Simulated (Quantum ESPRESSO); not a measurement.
**Kohn-Sham bands of CsPbBr3 (cubic perovskite)**

```yaml
crystal:
  lattice:
    - [5.94863, 0.00000, 0.00000]
    - [0.00000, 5.94863, 0.00000]
    - [0.00000, 0.00000, 5.94863]
  atoms:
    - { symbol: Cs, position: [0.00000, 0.00000, 0.00000] }
    - { symbol: Pb, position: [0.50000, 0.50000, 0.50000] }
    - { symbol: Br, position: [0.50000, 0.50000, 0.00000] }
    - { symbol: Br, position: [0.00000, 0.50000, 0.50000] }
    - { symbol: Br, position: [0.50000, 0.00000, 0.50000] }
```

Materials Project entry mp-600089; symmetrised, unrelaxed at this level. COD (Crystallography Open Database) records the formula in this space group. Ideal cubic forms of this type are often high-temperature phases that distort on cooling; symmetry holds the cell here, and its stability was not tested. Method: PBEsol plane waves in Quantum ESPRESSO 7.5 (PseudoDojo norm-conserving files, 45 Ry, spinors with spin-orbit coupling), Bloch states on a 4×4×4 mesh through Γ, Wannier90 4.0.1. Density: 6×6×6 mesh, Gaussian smearing 0.01 Ry.

List the Kohn-Sham levels between −8 and 3.4 eV relative to the valence-band maximum at the high-symmetry points, as a band run of pw.x on that density gives them (levels within 2 meV counted together).


| point | k (reciprocal lattice) | levels (eV) |
|---|---|---|
| Γ | 0.000 0.000 0.000 | -7.60 (×4), -6.87 (×2), -4.31 (×2), -4.03 (×4), -2.20 (×2), -2.03 (×4), -1.81 (×2), -1.69 (×4), 3.02 (×2) |
| X | 0.000 0.500 0.000 | -7.60 (×2), -7.59 (×2), -7.55 (×2), -4.12 (×2), -3.96 (×2), -2.66 (×2), -2.31 (×2), -2.10 (×2), -2.02 (×2), -1.95 (×2), -1.82 (×2), -1.31 (×2), 2.23 (×2) |
| M | 0.500 0.500 0.000 | -7.62 (×2), -7.59 (×2), -3.91 (×2), -2.89 (×2), -2.42 (×2), -2.24 (×2), -2.23 (×2), -2.11 (×2), -1.99 (×2), -1.50 (×2), -0.64 (×2), 1.30 (×2), 2.58 (×2) |
| R | 0.500 0.500 0.500 | -7.64 (×4), -2.76 (×4), -2.55 (×2), -2.08 (×4), -1.71 (×2), -1.40 (×4), 0.00 (×2), 0.38 (×2), 1.99 (×4) |
